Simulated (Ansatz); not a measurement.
Data:

Li₃Pb:
```
CELL_PARAMETERS angstrom
      0.00000     3.33450     3.33450
      3.33450     0.00000     3.33450
      3.33450     3.33450     0.00000
ATOMIC_POSITIONS crystal
  Pb 0.00000 0.00000 0.00000
  Li 0.50000 0.50000 0.50000
  Li 0.25000 0.25000 0.25000
  Li 0.75000 0.75000 0.75000
```

This is the r²SCAN-relaxed structure.

Task: All from the program Ansatz at the r²SCAN level (PAW), unless another level is named. Predict the density of states at the Fermi level.

Result: 0.32 states/eV per atom (mean over ±0.08 eV).

Task: Next, the formation energy from the elements (no fitted shifts)?

Result: -0.38 eV/atom.

Task: Predict the gap with spin–orbit coupling.

Result: none (metallic).

Space group Fm-3m. The workflow started from an entry of the Crystallography Open Database (COD). Whether it is the stable phase at ambient conditions was not checked. Symmetry was held in the r²SCAN relaxation; its stability against distortions is not shown here. The references are the lowest solids computed at this level, not always the standard phases. Spin–orbit coupling is left out wherever it is not named.

Potentials: the later of the program's two PAW sets.
